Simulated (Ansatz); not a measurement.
SiC3:
Space group P-4m2 (No. 115); a = 2.783 Å, b = 2.783 Å, c = 4.097 Å, α = 90.00°, β = 90.00°, γ = 90.00°

| atom | site | symmetry | x | y | z |
|---|---|---|---|---|---|
| C | 1a | -4m2 | 0.0000 | 0.0000 | 0.0000 |
| C | 2g | 2mm. | 0.5000 | 0.0000 | 0.2106 |
| Si | 1c | -4m2 | 0.5000 | 0.5000 | 0.5000 |

Relaxed at zero pressure with PBEsol (plane waves, PAW; program Ansatz).

**Question.** The volume is raised by 6 % and shape and atoms relax at that volume. What pressure results, and how do the axes share the change?

**Answer.** -15.0 GPa; a 2.2 %, b 2.2 %, c 1.6 %; the energy rises by 23 meV/atom.

**Question.** Give the new structure.

**Answer.** 
Space group P-4m2 (No. 115); a = b = 2.843 Å, c = 4.162 Å, α = β = γ = 90.00°

```csv
atom,site,symmetry,x,y,z
C,1a,-4m2,0.0000,0.0000,0.0000
C,2g,2mm.,0.5000,0.0000,0.2124
Si,1c,-4m2,0.5000,0.5000,0.5000
```

The phase is kept; no other phase was compared at this pressure.

The start of the workflow was typed in or built on a structure type; neither database checked (COD, Materials Project) lists it. Its standing as an ambient phase is unchecked. Symmetry was held in the PBEsol relaxation; its stability against distortions is not shown here. Its formation energy is positive at this level, so the cell may be metastable or incomplete.

Potentials: the earlier of the program's two PAW sets. The files were generated under PBE; for other functionals the program regenerates the frozen cores, and for LDA and PBEsol the local potential too.
